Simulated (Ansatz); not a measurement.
BaO (rock salt, space group No. 225), a = 5.490 Å, b = 5.490 Å, c = 5.490 Å, α = 90.00°, β = 90.00°, γ = 90.00°; the cell used has 2 atoms.

This is the PBEsol-relaxed structure.

Problem. All from DFT-PBEsol in the program Ansatz with PAW potentials, unless another level is named. Predict the formation energy from the elements (no fitted shifts).

Solution. -2563 meV/atom.

Problem. Give the hole effective mass.

Solution. 0.39, 3.5, 3.5 mₑ (principal values).

Problem. Next, the HSE06 gap on the PBEsol cell?

Solution. 3.22 eV.

Problem. Next, the valence-band maximum?

Solution. at X.

Space group Fm-3m (rock salt). Symmetry was held in the PBEsol relaxation. The references are the lowest solids computed at this level, not always the standard phases (solids in place of the gases). Scalar-relativistic: spin–orbit coupling is off unless named, which matters more the heavier the elements.

Potentials: the earlier of the program's two PAW sets. The files were generated under PBE; for other functionals the program regenerates the frozen cores, and for LDA and PBEsol the local potential too.
